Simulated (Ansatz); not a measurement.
Input and command of a plane-wave DFT calculation in Ansatz:

```yaml
crystal:
  lattice:
    - [2.9065446789, 0.0, 0.0]
    - [-1.4532723394, 2.5171415292, 0.0]
    - [0.0, 0.0, 4.5524873213]
  atoms:
    - { symbol: Ti, position: [0.0, 0.0, 0.0] }
    - { symbol: Al, position: [0.3333333333, 0.6666666667, 0.5] }
basis:
  ecutwfc: 500
kpoints:
  mp_grid: { grid: [24, 24, 12] }
hamiltonian:
  xc: r2scan
scf:
  occupations: { method: gaussian, width: 0.15 }
output:
  forces: true
  stress: true
  eigenvalues: true
```

```bash
ansatz run input.yaml --threads 1 --pin off --max-ram 2560MiB --backend cpu --events-out ev --progress --plain --runs-dir out
```

Processor: Intel(R) Xeon(R) 6975P-C (Granite Rapids), 1 thread, on a host shared with other jobs.

Task: Estimate time, memory and problem size.

Result: About 15 s on 1 thread of Intel(R) Xeon(R) 6975P-C (Granite Rapids), with other jobs on the host, peak memory 0.66 GiB. It solves 12 bands at 427 k points (the mesh reduced by symmetry) with about 857 plane waves, in 7 SCF iterations.
